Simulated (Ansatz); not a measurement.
Ga2GeO4 on the sites of K2PdCl4 (No. 123): a relaxation of cell and atoms in Ansatz (PBEsol). It starts from a supercell of the end of a PBEsol relaxation, slightly strained and with each coordinate displaced at random by about 0.06 Å.

```yaml
crystal:
  lattice:
    - [5.3111030949, -0.0184249478, -0.0017323711]
    - [-0.0184249478, 5.2957860383, -0.0322746976]
    - [-0.0009159985, -0.0170653816, 2.7772249665]
  atoms:
    - { symbol: Ga, position: [0.4793132331, -0.0089637103, 0.5021570485] }
    - { symbol: Ga, position: [-0.0153989004, 0.4914401459, 0.4718129367] }
    - { symbol: Ge, position: [0.0141626256, 0.0148965, -0.0062928676] }
    - { symbol: O, position: [0.2380772721, 0.7546439888, -0.0241962885] }
    - { symbol: O, position: [0.2402114577, 0.2412131817, -0.0619931309] }
    - { symbol: O, position: [0.7377378192, 0.7488657479, 0.0248520145] }
    - { symbol: O, position: [0.7652385316, 0.2336705471, 0.025116413] }
kpoints:
  mp_grid: { grid: [4, 4, 6] }
hamiltonian:
  xc: pbesol
scf:
  occupations: { method: fermi_dirac, width: 0.05 }
relax:
  f_tol: 0.01
  cell: {}
  max_steps: 120
```

Of the 57 recorded frames of the trajectory, 20 are shown, each with positions in Å and forces in eV/Å. Some frames, the last among them, repeat a geometry solved again on a basis re-selected at its cell; pressure is positive in compression.

Step 1: energy 0.0 meV/atom from step 1, largest force component 4.642 eV/Å, pressure +6.16 GPa
```xyz
7
Lattice="5.3111 -0.0184 -0.0017 -0.0184 5.2958 -0.0323 -0.0009 -0.0171 2.7772" Properties=species:S:1:pos:R:3:forces:R:3 pbc="T T T"
Ga    2.5454   -0.0649    1.3941    1.2895   -0.9347   -0.0211
Ga   -0.0913    2.5948    1.2945   -0.7601    1.1111   -0.0313
Ge    0.0749    0.0787   -0.0180   -3.4845   -4.6424    0.2223
O     1.2506    3.9925   -0.0920    0.0120    0.0989   -0.0236
O     1.2714    1.2740   -0.1804    2.4323    2.1357   -0.3392
O     3.9044    3.9518    0.0436    1.3806    1.0369    0.0778
O     4.0599    1.2229    0.0609   -0.8697    1.1946    0.1151
```

Step 2: energy -69.8 meV/atom from step 1, largest force component 1.934 eV/Å, pressure +2.27 GPa
```xyz
7
Lattice="5.2592 0.0106 0.0178 0.0107 5.3211 -0.0348 0.0093 -0.0180 2.8385" Properties=species:S:1:pos:R:3:forces:R:3 pbc="T T T"
Ga    2.5974   -0.1277    1.4430    0.1003   -0.2779    0.0436
Ga   -0.1090    2.6615    1.3274   -0.2426    0.1362   -0.0214
Ge    0.0219    0.0551   -0.0307   -1.3935   -1.9338    0.1233
O     1.2545    4.0162   -0.0882    0.1074    0.0435    0.0307
O     1.2813    1.2597   -0.2049    1.0441    0.7872   -0.4114
O     3.9307    4.0095    0.0597    0.5509    0.7686    0.0130
O     3.9924    1.3087    0.0954   -0.1666    0.4763    0.2224
```

Step 3: energy -87.3 meV/atom from step 1, largest force component 0.506 eV/Å, pressure +0.42 GPa
```xyz
7
Lattice="5.3481 0.0208 0.0462 0.0204 5.3542 -0.0198 0.0241 -0.0103 2.8271" Properties=species:S:1:pos:R:3:forces:R:3 pbc="T T T"
Ga    2.6624   -0.1634    1.4543   -0.4659    0.0827    0.0934
Ga   -0.1231    2.7070    1.3356    0.0066   -0.4534   -0.0082
Ge   -0.0045    0.0298   -0.0354   -0.0167   -0.0385    0.0400
O     1.2659    4.0418   -0.0626    0.1958   -0.0137    0.1320
O     1.3024    1.2440   -0.2613    0.2508    0.0446   -0.5064
O     4.0460    4.0934    0.1049   -0.2644    0.0352   -0.0180
O     4.0765    1.3446    0.1626    0.2936    0.3430    0.2674
```

Step 4: energy -119.7 meV/atom from step 1, largest force component 0.678 eV/Å, pressure -1.05 GPa
```xyz
7
Lattice="5.3580 0.0034 0.0877 0.0029 5.3688 0.0448 0.0459 0.0238 2.8565" Properties=species:S:1:pos:R:3:forces:R:3 pbc="T T T"
Ga    2.6572   -0.1890    1.4837   -0.4872   -0.0595    0.0910
Ga   -0.1356    2.7276    1.4147   -0.0337   -0.5777    0.0595
Ge   -0.0149    0.0175   -0.0324    0.4219    0.6784   -0.0229
O     1.2495    4.0441    0.0454    0.2513    0.1738    0.3257
O     1.3148    1.2202   -0.4430   -0.1403   -0.3877   -0.6770
O     4.0258    4.1237    0.2212   -0.6552   -0.0732   -0.0275
O     4.1305    1.3783    0.2979    0.6431    0.2458    0.2513
```

Step 5: energy -145.9 meV/atom from step 1, largest force component 1.029 eV/Å, pressure -1.88 GPa
```xyz
7
Lattice="5.3604 -0.0167 0.1181 -0.0174 5.3638 0.1020 0.0620 0.0541 2.8997" Properties=species:S:1:pos:R:3:forces:R:3 pbc="T T T"
Ga    2.6569   -0.2196    1.5132   -0.5032   -0.1067    0.0818
Ga   -0.1551    2.7525    1.4918   -0.0069   -0.7078    0.0523
Ge   -0.0183    0.0135   -0.0356    0.6372    1.0291   -0.0518
O     1.2323    4.0393    0.1348    0.3077    0.2753    0.4574
O     1.3147    1.1926   -0.5625   -0.3033   -0.5538   -0.6664
O     3.9951    4.1234    0.3093   -0.8671   -0.0638   -0.0413
O     4.1723    1.3870    0.3930    0.7355    0.1275    0.1681
```

Step 6: energy -198.9 meV/atom from step 1, largest force component 0.685 eV/Å, pressure -2.17 GPa
```xyz
7
Lattice="5.3366 -0.0459 0.1616 -0.0466 5.3348 0.1795 0.0850 0.0953 2.9608" Properties=species:S:1:pos:R:3:forces:R:3 pbc="T T T"
Ga    2.6297   -0.2579    1.5606   -0.1908   -0.4811    0.0142
Ga   -0.1748    2.7536    1.5969   -0.0281   -0.4442   -0.0268
Ge   -0.0072    0.0233   -0.0362    0.2049    0.4503   -0.0150
O     1.2194    4.0304    0.2993    0.4000    0.6085    0.4994
O     1.3021    1.1454   -0.7542   -0.3974   -0.6385   -0.5035
O     3.8987    4.0962    0.4242   -0.6731    0.6125   -0.0409
O     4.2203    1.3928    0.5092    0.6847   -0.1073    0.0727
```

Step 7: energy -255.2 meV/atom from step 1, largest force component 1.108 eV/Å, pressure -1.97 GPa
```xyz
7
Lattice="5.3257 -0.0600 0.2042 -0.0611 5.3139 0.2267 0.1075 0.1205 3.0147" Properties=species:S:1:pos:R:3:forces:R:3 pbc="T T T"
Ga    2.6162   -0.3160    1.6166   -0.1621   -0.6593    0.0385
Ga   -0.1845    2.7488    1.6672    0.1075   -0.0810   -0.0114
Ge   -0.0026    0.0277   -0.0343    0.3332    0.1754   -0.0647
O     1.2373    4.0529    0.4657    0.4349    0.9017    0.2496
O     1.2782    1.0786   -0.9574   -0.5728   -0.9007   -0.1707
O     3.8207    4.1142    0.5083   -0.6957    1.1077   -0.0330
O     4.2814    1.4144    0.6053    0.5550   -0.5438   -0.0083
```

Step 8: energy -306.9 meV/atom from step 1, largest force component 1.200 eV/Å, pressure -1.57 GPa
```xyz
7
Lattice="5.3370 -0.0650 0.2359 -0.0663 5.2977 0.2442 0.1241 0.1302 3.0717" Properties=species:S:1:pos:R:3:forces:R:3 pbc="T T T"
Ga    2.6019   -0.3951    1.6787   -0.0944   -0.3365    0.3955
Ga   -0.1767    2.7456    1.7199    0.1922    0.1955    0.1698
Ge    0.0046    0.0267   -0.0305    0.6061    0.0651   -0.0678
O     1.2840    4.1005    0.6063    0.0244    0.5650   -0.5470
O     1.2432    0.9852   -1.1653   -0.6989   -1.0326    0.3703
O     3.7462    4.1819    0.5543   -0.3332    1.1997   -0.2069
O     4.3735    1.4323    0.6826    0.3036   -0.6566   -0.1140
```

Step 9: energy -310.5 meV/atom from step 1, largest force component 2.272 eV/Å, pressure +7.14 GPa
```xyz
7
Lattice="5.3780 -0.0210 0.2178 -0.0226 5.2792 0.1392 0.1143 0.0750 3.0550" Properties=species:S:1:pos:R:3:forces:R:3 pbc="T T T"
Ga    2.5508   -0.4694    1.7234    1.8368   -0.0653    1.6453
Ga   -0.0880    2.6622    1.6552    0.0194    0.8934    0.5175
Ge    0.0346    0.0462   -0.0111   -0.0764   -2.0536    0.2130
O     1.4027    4.1684    0.6028   -1.7991   -1.0106   -2.2718
O     1.1810    0.8847   -1.2288   -0.3839    0.3549    0.3604
O     3.6862    4.3309    0.3955    1.0337    1.1255   -0.5409
O     4.5097    1.4652    0.5886   -0.6301    0.7563    0.0764
```

Step 10: energy -345.5 meV/atom from step 1, largest force component 1.298 eV/Å, pressure -2.91 GPa
```xyz
7
Lattice="5.5462 -0.0262 0.2120 -0.0279 5.3783 0.1960 0.1114 0.1048 3.1117" Properties=species:S:1:pos:R:3:forces:R:3 pbc="T T T"
Ga    2.6131   -0.5501    1.7447    0.0920    0.4828    0.7802
Ga   -0.0492    2.7951    1.7929   -0.1612   -0.1228    0.4121
Ge    0.0003    0.0031   -0.0223    0.5741    0.8094    0.3085
O     1.3735    4.2197    0.5481    0.5117   -1.2984   -1.0573
O     1.1516    0.7471   -1.3893   -0.3874    0.0832    1.1591
O     3.8104    4.5973    0.4815   -0.4115   -0.0046   -0.6158
O     4.7751    1.5366    0.7493   -0.2177    0.0506   -0.9868
```

Step 48: energy -792.7 meV/atom from step 1, largest force component 0.017 eV/Å, pressure -0.01 GPa
```xyz
7
Lattice="6.0560 -0.0491 -0.5445 -0.0481 5.4216 -0.7503 -0.2860 -0.3938 2.9776" Properties=species:S:1:pos:R:3:forces:R:3 pbc="T T T"
Ga    2.5193   -0.6399    1.2783    0.0056    0.0029   -0.0007
Ga    0.4004    2.3361    1.5325   -0.0022   -0.0027    0.0020
Ge   -0.2875    0.0913   -0.2215   -0.0110    0.0017   -0.0055
O     1.5638    3.1973    0.2260    0.0028    0.0098    0.0020
O     1.2518    0.8469   -1.7055    0.0171   -0.0028   -0.0017
O     3.6031    5.2267   -0.8328   -0.0168   -0.0038    0.0004
O     5.4577    1.8768   -0.7001    0.0045   -0.0052    0.0035
```

Step 49: energy -792.5 meV/atom from step 1, largest force component 0.013 eV/Å, pressure 0.00 GPa
```xyz
7
Lattice="6.0662 -0.0588 -0.5452 -0.0578 5.4361 -0.7479 -0.2863 -0.3926 2.9754" Properties=species:S:1:pos:R:3:forces:R:3 pbc="T T T"
Ga    2.5207   -0.6399    1.2769   -0.0107   -0.0024    0.0007
Ga    0.4027    2.3345    1.5323    0.0113   -0.0034    0.0011
Ge   -0.2923    0.0909   -0.2221    0.0134    0.0047    0.0084
O     1.5563    3.2106    0.2276   -0.0053   -0.0061   -0.0016
O     1.2566    0.8469   -1.7057   -0.0092   -0.0003   -0.0042
O     3.5953    5.2375   -0.8308    0.0060    0.0024   -0.0018
O     5.4698    1.8677   -0.6992   -0.0054    0.0051   -0.0027
```

Step 50: energy -792.5 meV/atom from step 1, largest force component 0.014 eV/Å, pressure +0.01 GPa
```xyz
7
Lattice="6.0671 -0.0589 -0.5440 -0.0579 5.4352 -0.7483 -0.2857 -0.3928 2.9761" Properties=species:S:1:pos:R:3:forces:R:3 pbc="T T T"
Ga    2.5206   -0.6404    1.2772    0.0140   -0.0003    0.0017
Ga    0.4040    2.3337    1.5328    0.0014    0.0038    0.0014
Ge   -0.2915    0.0917   -0.2210   -0.0074   -0.0039   -0.0028
O     1.5570    3.2087    0.2276    0.0002   -0.0009   -0.0001
O     1.2559    0.8465   -1.7060   -0.0041    0.0047    0.0003
O     3.5948    5.2369   -0.8314   -0.0027    0.0000   -0.0005
O     5.4709    1.8684   -0.6977   -0.0016   -0.0033    0.0000
```

Step 51: energy -792.5 meV/atom from step 1, largest force component 0.006 eV/Å, pressure 0.00 GPa
```xyz
7
Lattice="6.0655 -0.0566 -0.5438 -0.0556 5.4357 -0.7485 -0.2856 -0.3929 2.9761" Properties=species:S:1:pos:R:3:forces:R:3 pbc="T T T"
Ga    2.5206   -0.6409    1.2771    0.0008    0.0055    0.0008
Ga    0.4047    2.3345    1.5331   -0.0012   -0.0023   -0.0005
Ge   -0.2913    0.0919   -0.2212    0.0001    0.0014    0.0002
O     1.5579    3.2094    0.2277    0.0019   -0.0015   -0.0006
O     1.2558    0.8471   -1.7062   -0.0030   -0.0009   -0.0003
O     3.5961    5.2395   -0.8315    0.0008   -0.0047    0.0002
O     5.4696    1.8709   -0.6972    0.0005    0.0027    0.0001
```

Step 52: energy -793.7 meV/atom from step 1, largest force component 0.005 eV/Å, pressure +0.03 GPa
```xyz
7
Lattice="6.0655 -0.0566 -0.5438 -0.0556 5.4357 -0.7485 -0.2856 -0.3929 2.9761" Properties=species:S:1:pos:R:3:forces:R:3 pbc="T T T"
Ga    2.5206   -0.6409    1.2771    0.0027    0.0043    0.0015
Ga    0.4047    2.3345    1.5331   -0.0016   -0.0011   -0.0001
Ge   -0.2913    0.0919   -0.2212    0.0001    0.0002    0.0002
O     1.5579    3.2094    0.2277    0.0017   -0.0005   -0.0011
O     1.2558    0.8471   -1.7062   -0.0048   -0.0015   -0.0004
O     3.5961    5.2395   -0.8315    0.0009   -0.0047   -0.0005
O     5.4696    1.8709   -0.6972    0.0010    0.0033    0.0003
```

Step 53: energy -793.4 meV/atom from step 1, largest force component 0.010 eV/Å, pressure 0.00 GPa
```xyz
7
Lattice="6.0820 -0.0812 -0.5482 -0.0800 5.4641 -0.7459 -0.2878 -0.3917 2.9730" Properties=species:S:1:pos:R:3:forces:R:3 pbc="T T T"
Ga    2.5208   -0.6420    1.2750    0.0033   -0.0052   -0.0009
Ga    0.4044    2.3317    1.5300    0.0012    0.0024    0.0021
Ge   -0.2985    0.0903   -0.2210    0.0054    0.0070    0.0028
O     1.5406    3.2308    0.2279    0.0000    0.0018   -0.0001
O     1.2616    0.8466   -1.7056   -0.0104   -0.0035   -0.0053
O     3.5759    5.2583   -0.8296    0.0018    0.0008    0.0010
O     5.4865    1.8476   -0.7025   -0.0013   -0.0034    0.0005
```

Step 54: energy -793.4 meV/atom from step 1, largest force component 0.008 eV/Å, pressure +0.01 GPa
```xyz
7
Lattice="6.0829 -0.0846 -0.5500 -0.0833 5.4674 -0.7454 -0.2887 -0.3914 2.9727" Properties=species:S:1:pos:R:3:forces:R:3 pbc="T T T"
Ga    2.5206   -0.6427    1.2744   -0.0001    0.0015   -0.0003
Ga    0.4034    2.3317    1.5301   -0.0020    0.0010    0.0003
Ge   -0.2990    0.0908   -0.2216    0.0028   -0.0084   -0.0011
O     1.5384    3.2328    0.2283   -0.0019   -0.0020   -0.0012
O     1.2614    0.8458   -1.7065    0.0034    0.0022    0.0027
O     3.5730    5.2608   -0.8294   -0.0055    0.0002    0.0018
O     5.4868    1.8443   -0.7044    0.0033    0.0054   -0.0022
```

Step 55: energy -793.8 meV/atom from step 1, largest force component 0.009 eV/Å, pressure +0.02 GPa
```xyz
7
Lattice="6.0829 -0.0846 -0.5500 -0.0833 5.4674 -0.7454 -0.2887 -0.3914 2.9727" Properties=species:S:1:pos:R:3:forces:R:3 pbc="T T T"
Ga    2.5206   -0.6427    1.2744    0.0007    0.0010   -0.0002
Ga    0.4034    2.3317    1.5301   -0.0022    0.0015    0.0004
Ge   -0.2990    0.0908   -0.2216    0.0029   -0.0088   -0.0011
O     1.5384    3.2328    0.2283   -0.0020   -0.0019   -0.0012
O     1.2614    0.8458   -1.7065    0.0027    0.0022    0.0027
O     3.5730    5.2608   -0.8294   -0.0056    0.0003    0.0017
O     5.4868    1.8443   -0.7044    0.0035    0.0057   -0.0023
```

Step 56: energy -793.6 meV/atom from step 1, largest force component 0.008 eV/Å, pressure -0.01 GPa
```xyz
7
Lattice="6.0911 -0.0960 -0.5527 -0.0947 5.4811 -0.7451 -0.2902 -0.3913 2.9716" Properties=species:S:1:pos:R:3:forces:R:3 pbc="T T T"
Ga    2.5206   -0.6437    1.2738    0.0076    0.0016    0.0021
Ga    0.4028    2.3308    1.5281   -0.0029   -0.0031   -0.0010
Ge   -0.3009    0.0893   -0.2217   -0.0012    0.0077   -0.0025
O     1.5297    3.2432    0.2277   -0.0002   -0.0021    0.0004
O     1.2642    0.8459   -1.7066    0.0007   -0.0040    0.0019
O     3.5630    5.2710   -0.8287   -0.0015   -0.0009   -0.0020
O     5.4961    1.8328   -0.7087   -0.0026    0.0008    0.0011
```

Step 57: energy -793.8 meV/atom from step 1, largest force component 0.008 eV/Å, pressure -0.01 GPa
```xyz
7
Lattice="6.0911 -0.0960 -0.5527 -0.0947 5.4811 -0.7451 -0.2902 -0.3913 2.9716" Properties=species:S:1:pos:R:3:forces:R:3 pbc="T T T"
Ga    2.5206   -0.6437    1.2738    0.0079    0.0013    0.0022
Ga    0.4028    2.3308    1.5281   -0.0029   -0.0029   -0.0010
Ge   -0.3009    0.0893   -0.2217   -0.0012    0.0075   -0.0025
O     1.5297    3.2432    0.2277   -0.0002   -0.0020    0.0004
O     1.2642    0.8459   -1.7066    0.0004   -0.0040    0.0019
O     3.5630    5.2710   -0.8287   -0.0015   -0.0008   -0.0021
O     5.4961    1.8328   -0.7087   -0.0025    0.0009    0.0012
```

The walk took 52 steps, besides SCFs solved again on a fresh basis, and changed the volume by +23.5 %. The last SCF, on a fresh basis, lies 794 meV an atom below the first. Final cell: it is triclinic, P1 (No. 1); a = 3.011 Å, b = 5.532 Å, c = 6.117 Å, α = 91.2°, β = 100.5°, γ = 105.1° in the conventional setting, 13.78 Å³ an atom. Ga has 4 O at 1.82–1.90 Å; Ga has 5 O at 1.94–2.00 Å; Ge has 4 O at 1.86–2.29 Å; O has 3 Ga at 1.85–1.95 Å; O has 2 Ga at 1.90–1.98 Å and 2 Ge at 1.99–2.29 Å; O has 2 Ga at 1.82 Å and 1 Ge at 2.25 Å; O has 1 Ge at 1.86 Å and 2 Ga at 1.99–2.00 Å.

Run as `ansatz run input.yaml --threads 4 --pin off --max-ram 4608MiB --backend cpu --events-out ev --progress --plain --runs-dir out`. Wall time 4.2 min on 4 threads of Arm Neoverse V2, with other jobs on the host; peak host memory 0.5 GiB.

Spin-unpolarised throughout. Whether this structure exists isn't addressed.
